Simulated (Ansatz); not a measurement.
Input and output for fcc Pd (110), 6 layers: DFT, PBE, all-electron LAPW, scalar-relativistic (Ansatz 0.2.0).

The slab is cut from a bulk crystal relaxed on PAW files (its atoms may have been relaxed since).

Command: `ansatz run input.yaml --threads 2 --pin off --max-ram 4096MiB --backend cpu --events-out ev --progress --plain --runs-dir out` It took 2.4 min on 2 threads of Intel(R) Xeon(R) 6975P-C (Granite Rapids), with other jobs on the host, peak memory 1.4 GiB.

```yaml
crystal:
  lattice:
    - [2.790317177, 0.0, 0.0]
    - [0.0, 3.946104395, 0.0]
    - [0.0, 0.0, 22.9758]
  atoms:
    - { symbol: Pd, position: [0.25, 0.25, 0.3481925996] }
    - { symbol: Pd, position: [0.75, 0.75, 0.4089155597] }
    - { symbol: Pd, position: [0.25, 0.25, 0.4696385199] }
    - { symbol: Pd, position: [0.75, 0.75, 0.5303614801] }
    - { symbol: Pd, position: [0.25, 0.25, 0.5910844403] }
    - { symbol: Pd, position: [0.75, 0.75, 0.6518074004] }
kpoints:
  mp_grid: { grid: [12, 8, 1] }
scf:
  occupations: { method: fermi_dirac, width: 0.1 }
hamiltonian:
  xc: pbe
  pseudopotentials: { kind: all_electron, lapw: { basis_error: 0.001 } }
output:
  forces: true
  stress: true
  eigenvalues: true
  populations: true
  dos: { projected: true, de: 0.2, e_range: [-14, 8] }
efield:
  axis: 3
  amplitude: 0
  dipole_correction: true
```

Output:

```
Pd: projections on atomic orbitals take those of the free atom 1s2 2s2 2p6 3s2 3p6 3d10 4s2 4p6 4d10, of charge +0.00 (hamiltonian.pseudopotentials.projection_atoms)
LAPW: plane waves up to 8.236 Å⁻¹, error target 1.0e-3 eV per atom; small_component_spin mean_spin; Pd in spheres of 1.395 Å, 28 of its electrons in bands, Dirac shells [] (how accurate: hamiltonian.pseudopotentials.lapw.basis_error, Limitations)
Engine: ansatz 0.2.0
Pseudopotentials: kind: all_electron
Pseudopotential: Pd, LAPW, valence charge 28, lapw/all_electron/scalar/gaussian/Pd, Koelling and Harmon's equation, gaussian nucleus
Functional definition: PBE
  parameter kappa = 0.804
  parameter beta = 0.06672455060314922
  exchange = pbe_x(kappa = kappa, mu = beta*pi^2/3)
  correlation = pbe_c(beta = beta)
Crystal: 6 atoms, lattice volume = 252.984 Å³
Basis set: ecut = 258.41964446750245 eV, 2381 PW (Γ), exchange–correlation at level 2
Bands: 101, of which v1, the nominal top of the filled ones, is band 84 counted from 1 (83 counted from 0)
Symmetry: 4 space group operations
k-points: 35 of 96
Non-local potential: Pd, projectors of the file, none
Initial density: superposition of atomic densities (neutral atoms: chi_scale 0, normalization atom)
Initial wavefunctions: plane waves of lowest kinetic energy (no species holds an atomic orbital)
Functional: x = pbe(κ = 0.804, μ = 0.2195149727645171), c = pbe(β = 0.06672455060314922)
iter 1 solved again at ethr=4.49e-3 eV; its pass at ethr=1.00e-1 eV (dr2=7.54e0 eV) is discarded
SCF iter   1: F=—  HF=-823843.722983 eV  |F-HF|=—  |Δ(HF+E_count)|=         —  Δρ=3.26e-2  dr2=7.52e0  ethr=4.49e-3  p=0.000 e·Å  D=1.16e-14 V/Å  ΔV_dip=-0.00 eV  dr2_dipole=2.17e-23  V_vac-E_F(+/−)=2.71/2.71 eV  ⟨swp⟩=2.1  Hψ=20920  notcnv=0
efield: sawtooth ramp at fractional position 0.9500 (placed from the atoms, in the widest stretch of the axis that holds none; the zero of the levels goes with the place), width 0.1000; the density the first Hamiltonian is built on has a dipole p = -0.000 e·Å; the dipole correction subtracts the counter field D = -1.39e-13 V/Å, which shifts the + side's vacuum level by +0.00 eV against the − side's; the planar-averaged density in the ramp window peaks in size at 3.2e-7 e/Å³
preconditioner: auto → LDOS  [metal: Δε(μ)=0.010 eV  Ē_g=7.459 eV  σ=0.100 eV  W_gap=0.03  n_scr=66 (ndim 8)  ℏωp=18.1 eV  f_vac=0.604  D(μ)=11.84/eV (n_scr^D=108)  β→1.0]
SCF iter   2: F=—  HF=-823846.911100 eV  |F-HF|=—  |Δ(HF+E_count)|=    3.19e0  Δρ=1.77e-2  dr2=1.88e0  ethr=4.48e-3  p=0.000 e·Å  D=3.40e-6 V/Å  ΔV_dip=-0.00 eV  dr2_dipole=1.30e-8  V_vac-E_F(+/−)=5.00/5.00 eV  ⟨swp⟩=3.0  Hψ=10290  notcnv=0
iter 3 solved again at ethr=6.90e-5 eV; its pass at ethr=1.12e-3 eV (dr2=1.16e-1 eV) is discarded
SCF iter   3: F=—  HF=-823838.169533 eV  |F-HF|=—  |Δ(HF+E_count)|=    8.74e0  Δρ=4.26e-3  dr2=1.16e-1  ethr=6.90e-5  p=0.000 e·Å  D=3.90e-7 V/Å  ΔV_dip=-0.00 eV  dr2_dipole=1.91e-10  V_vac-E_F(+/−)=5.00/5.00 eV  ⟨swp⟩=2.0  Hψ=18068  notcnv=0
SCF iter   4: F=—  HF=-823838.036120 eV  |F-HF|=—  |Δ(HF+E_count)|=         —  Δρ=2.68e-3  dr2=1.97e-1  ethr=6.90e-5  p=-0.000 e·Å  D=-2.21e-7 V/Å  ΔV_dip=0.00 eV  dr2_dipole=3.47e-10  V_vac-E_F(+/−)=4.72/4.72 eV  ⟨swp⟩=3.0  Hψ=11041  notcnv=0
the basis was enlarged: its passes take 794.0 KiB over the memory plan, 2 of 2 planned eigensolver slots
SCF iter   5: F=—  HF=-823838.021729 eV  |F-HF|=—  |Δ(HF+E_count)|=   1.44e-2  Δρ=9.44e-4  dr2=1.30e-2  ethr=6.90e-5  p=0.000 e·Å  D=5.02e-8 V/Å  ΔV_dip=-0.00 eV  dr2_dipole=7.59e-10  V_vac-E_F(+/−)=4.87/4.87 eV  ⟨swp⟩=2.4  Hψ=9932  notcnv=0
SCF iter   6: F=—  HF=-823838.021785 eV  |F-HF|=—  |Δ(HF+E_count)|=   5.56e-5  Δρ=4.02e-4  dr2=2.51e-3  ethr=7.76e-6  p=0.000 e·Å  D=7.62e-8 V/Å  ΔV_dip=-0.00 eV  dr2_dipole=6.16e-11  V_vac-E_F(+/−)=4.83/4.83 eV  ⟨swp⟩=2.0  Hψ=10224  notcnv=0
SCF iter   7: F=—  HF=-823838.021666 eV  |F-HF|=—  |Δ(HF+E_count)|=   1.19e-4  Δρ=2.07e-4  dr2=1.62e-4  ethr=1.49e-6  p=0.000 e·Å  D=5.36e-8 V/Å  ΔV_dip=-0.00 eV  dr2_dipole=5.57e-12  V_vac-E_F(+/−)=4.81/4.81 eV  ⟨swp⟩=2.0  Hψ=10221  notcnv=0
SCF iter   8: F=—  HF=-823838.021726 eV  |F-HF|=—  |Δ(HF+E_count)|=   6.00e-5  Δρ=4.60e-5  dr2=1.19e-5  ethr=9.63e-8  p=0.000 e·Å  D=5.41e-8 V/Å  ΔV_dip=-0.00 eV  dr2_dipole=1.62e-11  V_vac-E_F(+/−)=4.80/4.80 eV  ⟨swp⟩=3.0  Hψ=10545  notcnv=0
SCF iter   9: F=—  HF=-823838.021741 eV  |F-HF|=—  |Δ(HF+E_count)|=   1.49e-5  Δρ=1.20e-5  dr2=6.87e-7  ethr=7.10e-9  p=0.000 e·Å  D=2.54e-8 V/Å  ΔV_dip=-0.00 eV  dr2_dipole=3.18e-12  V_vac-E_F(+/−)=4.79/4.79 eV  ⟨swp⟩=3.0  Hψ=10850  notcnv=0
SCF iter  10: F=—  HF=-823838.021741 eV  |F-HF|=—  |Δ(HF+E_count)|=   3.23e-7  Δρ=4.88e-6  dr2=1.30e-7  ethr=4.09e-10  p=0.000 e·Å  D=1.90e-8 V/Å  ΔV_dip=-0.00 eV  dr2_dipole=2.22e-13  V_vac-E_F(+/−)=4.79/4.79 eV  ⟨swp⟩=3.0  Hψ=10966  notcnv=0
[... lines left out ...]
  E_efield     = 0.000000  (sawtooth field / dipole correction)
  E_electrostatic = -1660072.398061  (all electrons and nuclei)
  E_smearing   = -0.439796  (= −TS)
  E_closure    = 0.000000  (closes the sum)
  E_atoms      = -823817.772506  (free atoms, spherical and without spin; not in F)
  Σ components = -823838.021741   (vs F -823838.021741, Δ=0.00e0)
  Basis errors (estimates in eV, not in F): energy 3.5e-4 per atom: plane waves 2.8e-4 (1.5e-4 summed), levels above the bands 1.8e-41, relativity 7.5e-8, radial functions 6.9e-5, core shells 3.6e-8; eigenvalues (radial functions only) 8.5e-7; not estimated: angular momenta, meshes, grids; target (lapw.basis_error) 1.0e-3; muffin-tin radii Pd 1.395 Å
--- Forces (eV/Å), atoms counted from 1 ---
  atom   1  Pd     0.00000000     0.00000000     0.47857521
  atom   2  Pd    -0.00000000    -0.00000000    -0.39338722
  atom   3  Pd    -0.00000000     0.00000000    -0.14636233
  atom   4  Pd     0.00000000    -0.00000000     0.14636408
  atom   5  Pd     0.00000000     0.00000000     0.39338773
  atom   6  Pd    -0.00000000    -0.00000000    -0.47857643
  max |Σ_I F_I| component: 1.03e-6 eV/Å
--- Stress (GPa, compression-positive) ---
       -2.102612       0.000000      -0.000000
        0.000000      -1.930430      -0.000000
       -0.000000      -0.000000      -0.940736
  P = ⅓ Tr σ = -1.6579 GPa (-16.579 kbar)
--- Band table (eV; the first three rows and the last of 35) ---
  k-point 0: bands = ["-319.8952", "-319.8952", "-319.8890", "-319.8890", "-319.8836", "-319.8836", "-319.8675", "-319.8675", "-319.8652", "-319.8652", "-319.8005", "-319.8005", "-319.7883", "-319.7883", "-319.7833", "-319.7833", "-319.7683", "-319.7683", "-319.7600", "-319.7600", "-319.2506", "-319.2506", "-319.2389", "-319.2389", "-319.1936", "-319.1936", "-319.1533", "-319.1533", "-319.1520", "-319.1520", "-79.6425", "-79.6109", "-79.5149", "-79.5134", "-78.9839", "-78.9839", "-45.4760", "-45.3813", "-45.3555", "-45.3505", "-45.3032", "-45.2431", "-45.2391", "-45.1955", "-45.1838", "-45.1614", "-45.1588", "-45.1492", "-44.7280", "-44.7279", "-44.7027", "-44.7027", "-44.6514", "-44.6501", "-1.9235", "-0.5981", "-0.3902", "-0.0254", "0.2257", "0.5807", "0.8542", "1.1446", "1.3066", "1.3212", "1.7646", "1.7653", "1.8918", "1.9041", "2.1058", "2.1772", "2.2745", "2.4368", "2.7818", "2.8008", "3.1119", "3.1133", "3.2039", "3.2872", "3.3926", "3.5844", "3.7971", "3.8870", "4.1879", "4.2323", "4.2981", "4.3519", "4.5889", "5.6943", "7.6366", "8.7588", "9.0922", "9.2021", "10.5972", "10.6807", "11.0664", "12.7014", "13.1906", "13.7859", "14.7920", "15.1638", "15.4271"]
  k-point 1: bands = ["-319.8952", "-319.8952", "-319.8890", "-319.8890", "-319.8836", "-319.8836", "-319.8675", "-319.8675", "-319.8652", "-319.8652", "-319.8005", "-319.8005", "-319.7883", "-319.7883", "-319.7833", "-319.7833", "-319.7683", "-319.7683", "-319.7600", "-319.7600", "-319.2506", "-319.2506", "-319.2389", "-319.2389", "-319.1936", "-319.1936", "-319.1533", "-319.1533", "-319.1520", "-319.1520", "-79.6410", "-79.6118", "-79.5151", "-79.5136", "-78.9840", "-78.9840", "-45.4714", "-45.4092", "-45.3601", "-45.3231", "-45.2995", "-45.2393", "-45.2328", "-45.2186", "-45.1701", "-45.1622", "-45.1607", "-45.1515", "-44.7283", "-44.7283", "-44.7035", "-44.7033", "-44.6505", "-44.6494", "-1.7559", "-0.5387", "-0.3174", "0.0348", "0.2055", "0.4219", "0.7225", "1.1371", "1.4232", "1.6575", "1.6592", "1.8057", "1.9302", "2.0909", "2.1726", "2.2731", "2.2778", "2.3559", "2.5569", "2.8927", "3.0052", "3.1791", "3.2167", "3.3011", "3.4319", "3.5872", "3.7388", "4.0476", "4.0557", "4.1679", "4.3176", "4.4218", "4.5120", "5.7493", "7.6966", "7.8556", "9.2152", "9.3426", "9.8983", "10.7061", "10.7296", "12.0496", "13.1269", "13.3443", "14.1865", "15.5211", "15.7125"]
  k-point 2: bands = ["-319.8952", "-319.8952", "-319.8890", "-319.8890", "-319.8836", "-319.8836", "-319.8675", "-319.8675", "-319.8652", "-319.8652", "-319.8005", "-319.8005", "-319.7883", "-319.7883", "-319.7833", "-319.7833", "-319.7683", "-319.7683", "-319.7600", "-319.7600", "-319.2506", "-319.2506", "-319.2389", "-319.2389", "-319.1936", "-319.1936", "-319.1533", "-319.1533", "-319.1520", "-319.1520", "-79.6370", "-79.6144", "-79.5155", "-79.5143", "-78.9841", "-78.9841", "-45.4625", "-45.4379", "-45.3722", "-45.2893", "-45.2846", "-45.2498", "-45.2413", "-45.2153", "-45.1651", "-45.1643", "-45.1622", "-45.1572", "-44.7292", "-44.7292", "-44.7050", "-44.7047", "-44.6484", "-44.6478", "-1.2853", "-0.4327", "-0.1376", "-0.0268", "0.1973", "0.4482", "0.6055", "1.2834", "1.5623", "1.5672", "1.8856", "1.9567", "2.0032", "2.0677", "2.1564", "2.2359", "2.3252", "2.6494", "2.7630", "2.8947", "2.9411", "3.0499", "3.1917", "3.4247", "3.5717", "3.6390", "3.7551", "3.7655", "4.1448", "4.2423", "4.3422", "4.3723", "4.4581", "5.9245", "6.2034", "7.7399", "8.0437", "9.1627", "9.7468", "10.0076", "11.0398", "11.6379", "12.5787", "13.6046", "13.7141", "13.9096", "14.6200"]
  k-point 34: bands = ["-319.8952", "-319.8952", "-319.8890", "-319.8890", "-319.8836", "-319.8836", "-319.8675", "-319.8675", "-319.8652", "-319.8652", "-319.8005", "-319.8005", "-319.7883", "-319.7883", "-319.7833", "-319.7833", "-319.7683", "-319.7683", "-319.7600", "-319.7600", "-319.2506", "-319.2506", "-319.2389", "-319.2389", "-319.1936", "-319.1936", "-319.1533", "-319.1533", "-319.1520", "-319.1520", "-79.6096", "-79.6096", "-79.5006", "-79.5006", "-78.9690", "-78.9690", "-45.5075", "-45.5075", "-45.3985", "-45.3985", "-45.3414", "-45.3414", "-45.2716", "-45.2716", "-45.2356", "-45.2356", "-45.1535", "-45.1535", "-44.9025", "-44.9025", "-44.6921", "-44.6921", "-44.6358", "-44.6358", "-0.2214", "-0.2214", "0.6356", "0.6356", "0.6425", "0.6425", "1.2444", "1.2444", "1.5150", "1.5150", "1.6250", "1.6250", "1.7746", "1.7746", "2.0269", "2.0269", "2.7046", "2.7046", "2.8827", "2.8827", "3.3765", "3.3765", "3.8294", "3.8294", "4.3089", "4.3089", "4.3773", "4.3773", "4.4972", "4.4972", "6.5511", "6.5511", "8.7767", "8.7767", "11.2363", "11.2363", "11.3968", "11.3968", "11.5281", "11.5281", "12.2835", "12.2835", "13.2640", "13.2640", "14.1083", "14.1083", "15.1435"]
--- Löwdin populations: 6 sites ---
  site symbol       q [e]
     0     Pd     45.4149
     1     Pd     45.3806
     2     Pd     45.3665
     3     Pd     45.3665
     4     Pd     45.3806
     5     Pd     45.4149
  spilling = 0.013319 (of n_electrons = 276.000000)
```

populations.tsv:

```
# site	symbol	l	j	q
# orbitals = lowdin
# n_electrons = 276.000000
# spilling = 0.013319
# projection_atom_Pd: 1s2 2s2 2p6 3s2 3p6 3d10 4s2 4p6 4d10
0	Pd	0_1S	-	2.000000
0	Pd	0_2S	-	1.999999
0	Pd	0_3S	-	1.999976
0	Pd	0_4S	-	1.999518
0	Pd	1_2P	-	6.000000
0	Pd	1_3P	-	5.999999
0	Pd	1_4P	-	5.999361
0	Pd	2_3D	-	10.000000
0	Pd	2_4D	-	9.416035
1	Pd	0_1S	-	2.000000
1	Pd	0_2S	-	1.999998
1	Pd	0_3S	-	1.999968
1	Pd	0_4S	-	1.999347
1	Pd	1_2P	-	6.000000
1	Pd	1_3P	-	5.999998
1	Pd	1_4P	-	5.999142
1	Pd	2_3D	-	9.999999
1	Pd	2_4D	-	9.382138
2	Pd	0_1S	-	2.000000
2	Pd	0_2S	-	1.999998
2	Pd	0_3S	-	1.999965
2	Pd	0_4S	-	1.999296
2	Pd	1_2P	-	6.000000
2	Pd	1_3P	-	5.999998
2	Pd	1_4P	-	5.999120
2	Pd	2_3D	-	9.999999
2	Pd	2_4D	-	9.368074
3	Pd	0_1S	-	2.000000
3	Pd	0_2S	-	1.999998
3	Pd	0_3S	-	1.999965
3	Pd	0_4S	-	1.999296
3	Pd	1_2P	-	6.000000
3	Pd	1_3P	-	5.999998
3	Pd	1_4P	-	5.999120
3	Pd	2_3D	-	9.999999
3	Pd	2_4D	-	9.368074
4	Pd	0_1S	-	2.000000
4	Pd	0_2S	-	1.999998
4	Pd	0_3S	-	1.999968
4	Pd	0_4S	-	1.999347
4	Pd	1_2P	-	6.000000
4	Pd	1_3P	-	5.999998
4	Pd	1_4P	-	5.999142
4	Pd	2_3D	-	9.999999
4	Pd	2_4D	-	9.382139
5	Pd	0_1S	-	2.000000
5	Pd	0_2S	-	1.999999
5	Pd	0_3S	-	1.999976
5	Pd	0_4S	-	1.999518
5	Pd	1_2P	-	6.000000
5	Pd	1_3P	-	5.999999
5	Pd	1_4P	-	5.999361
5	Pd	2_3D	-	10.000000
5	Pd	2_4D	-	9.416035
```

Next run (atoms relaxed), as changes to the input before:

```diff
   atoms:
-    - { symbol: Pd, position: [0.25, 0.25, 0.3481925996] }
-    - { symbol: Pd, position: [0.75, 0.75, 0.4089155597] }
-    - { symbol: Pd, position: [0.25, 0.25, 0.4696385199] }
-    - { symbol: Pd, position: [0.75, 0.75, 0.5303614801] }
-    - { symbol: Pd, position: [0.25, 0.25, 0.5910844403] }
-    - { symbol: Pd, position: [0.75, 0.75, 0.6518074004] }
+    - { symbol: Pd, position: [0.25, 0.25, 0.3520253993] }
+    - { symbol: Pd, position: [0.75, 0.75, 0.4072897129] }
+    - { symbol: Pd, position: [0.25, 0.25, 0.4700204948] }
+    - { symbol: Pd, position: [0.75, 0.75, 0.5299795078] }
+    - { symbol: Pd, position: [0.25, 0.25, 0.5927102866] }
+    - { symbol: Pd, position: [0.75, 0.75, 0.6479745986] }
 kpoints:
   eigenvalues: true
-  populations: true
-  dos: { projected: true, de: 0.2, e_range: [-14, 8] }
+relax:
+  f_tol: 0.01
+  max_steps: 12
 efield:
```

Command: `ansatz run input.yaml --threads 2 --pin off --max-ram 4096MiB --backend cpu --events-out ev --progress --plain --runs-dir out` It took 4.1 min on 2 threads of Intel(R) Xeon(R) 6975P-C (Granite Rapids) (shared host), peak memory 1.5 GiB.

Results part of the output:

```
SCF converged after 4 iterations
Free energy (F): -823838.079096 eV
Harris-Foulkes:  -823838.079096 eV  (|F-HF|=3.03e-9)
Internal energy: -823837.648542 eV  (E = F + TS)
E sigma→0 (E₀):  -823837.863819 eV
Entropy (-TS):   -0.430554 eV (-71.759 meV/atom)
Fermi energy:    4.397806 eV
Dipole field:    D = -0.000000 V/Å  (p = -0.000000 e·Å, saw-weighted, corrected)
Work function:   Φ+ = 4.7775 eV   Φ− = 4.7775 eV
Levels:          The Fermi level and band energies are counted from a zero that moves with the ramp; work functions are not
--- Per-component energies (eV) ---
[... lines left out ...]
  k-point 2: bands = ["-319.8592", "-319.8592", "-319.8588", "-319.8588", "-319.8491", "-319.8491", "-319.8360", "-319.8360", "-319.8326", "-319.8326", "-319.8173", "-319.8173", "-319.8031", "-319.8031", "-319.8025", "-319.8025", "-319.7829", "-319.7829", "-319.7790", "-319.7790", "-319.3404", "-319.3404", "-319.3394", "-319.3394", "-319.2839", "-319.2839", "-319.2581", "-319.2581", "-319.2555", "-319.2555", "-79.6083", "-79.5846", "-79.5362", "-79.5347", "-79.0857", "-79.0856", "-45.4319", "-45.4294", "-45.3827", "-45.2910", "-45.2619", "-45.2516", "-45.2287", "-45.2163", "-45.1806", "-45.1784", "-45.1770", "-45.1712", "-44.8154", "-44.8154", "-44.8142", "-44.8135", "-44.7406", "-44.7395", "-1.3047", "-0.5079", "-0.1503", "-0.0790", "0.1861", "0.3137", "0.4846", "1.1794", "1.4605", "1.4956", "1.8914", "1.8985", "2.0195", "2.0426", "2.1683", "2.1779", "2.1944", "2.5881", "2.6286", "2.8531", "2.9869", "3.0728", "3.0763", "3.3973", "3.5333", "3.5742", "3.7228", "3.7330", "4.1122", "4.3115", "4.3728", "4.4172", "4.5018", "5.9659", "6.1788", "7.7823", "8.1233", "9.2545", "9.7772", "10.0514", "11.0539", "11.6978", "12.6685", "13.7373", "13.7862", "13.8858", "14.6668"]
  k-point 34: bands = ["-319.8592", "-319.8592", "-319.8588", "-319.8588", "-319.8491", "-319.8491", "-319.8360", "-319.8360", "-319.8326", "-319.8326", "-319.8173", "-319.8173", "-319.8031", "-319.8031", "-319.8025", "-319.8025", "-319.7829", "-319.7829", "-319.7790", "-319.7790", "-319.3404", "-319.3404", "-319.3394", "-319.3394", "-319.2839", "-319.2839", "-319.2581", "-319.2581", "-319.2555", "-319.2555", "-79.5800", "-79.5800", "-79.5213", "-79.5213", "-79.0708", "-79.0708", "-45.4826", "-45.4826", "-45.4040", "-45.4040", "-45.3288", "-45.3288", "-45.2977", "-45.2977", "-45.2333", "-45.2333", "-45.1690", "-45.1690", "-44.9761", "-44.9761", "-44.8038", "-44.8038", "-44.7305", "-44.7305", "-0.2410", "-0.2410", "0.5530", "0.5530", "0.6108", "0.6108", "1.2188", "1.2188", "1.3673", "1.3673", "1.6244", "1.6244", "1.7420", "1.7420", "1.9819", "1.9819", "2.5892", "2.5892", "2.8067", "2.8067", "3.3198", "3.3198", "3.7628", "3.7628", "4.3342", "4.3342", "4.3731", "4.3731", "4.5029", "4.5029", "6.5074", "6.5074", "8.7144", "8.7144", "11.3031", "11.3031", "11.4254", "11.4254", "11.5498", "11.5498", "12.3026", "12.3026", "13.2746", "13.2746", "14.3553", "14.3553", "15.3288"]
--- Relaxed structure (2 steps of the walk, 2 accepted, 0 SCFs on fresh bases) ---
  F+E_penalty+E_count = -823838.07909624 eV   max|allowed force component| = 6.063e-3 eV/Å
  atoms:
    - { symbol: Pd, position: [0.25, 0.24999999999999997, 0.35202539930000004] }
    - { symbol: Pd, position: [0.75, 0.75, 0.40728971290000004] }
    - { symbol: Pd, position: [0.25, 0.24999999999999997, 0.4700204948000001] }
    - { symbol: Pd, position: [0.75, 0.75, 0.5299795078000001] }
    - { symbol: Pd, position: [0.25, 0.24999999999999997, 0.5927102866000001] }
    - { symbol: Pd, position: [0.75, 0.75, 0.6479745986000001] }
```
